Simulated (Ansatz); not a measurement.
ZnInGaO₄ in space group R3m (No. 160; Pearson symbol hR7), DFT-r²SCAN in the program Ansatz with PAW potentials. The conduction-band minimum lies at Γ, with 1 equivalent valley. Second derivatives d²E/dk² of the lowest band at one valley (eV·Å²), along Cartesian directions:

```tsv
direction	d²E/dk²
[100]	33.66
[010]	33.66
[001]	34.76
[110]	33.66
[101]	34.21
[011]	34.21
```

### Question
Find the principal effective masses, the density-of-states mass and the conductivity mass.

### Answer
Off-diagonal terms follow from H_xy = H[110] − (H_xx + H_yy)/2, and m*/mₑ = 7.620 eV·Å² over each eigenvalue: 0.22, 0.23, 0.23. One valley's DOS mass (m₁m₂m₃)^(1/3) = 0.22, conductivity mass 3/(Σ 1/mᵢ) = 0.22 mₑ.

### Question
What effective density of states Nc follows at 300 K for parabolic valleys?

### Answer
Nc = 2.509e19 × 1 × (0.22)^(3/2) ≈ 2.6e18 cm⁻³.

The r²SCAN relaxation kept the symmetry of its start. Spin–orbit coupling is left out wherever it is not named.

Potentials: the earlier of the program's two PAW sets. The files were generated under PBE; for other functionals the program regenerates the frozen cores, and for LDA and PBEsol the local potential too.

Edges and masses are those of Kohn–Sham bands, whose gap is no quasiparticle gap.
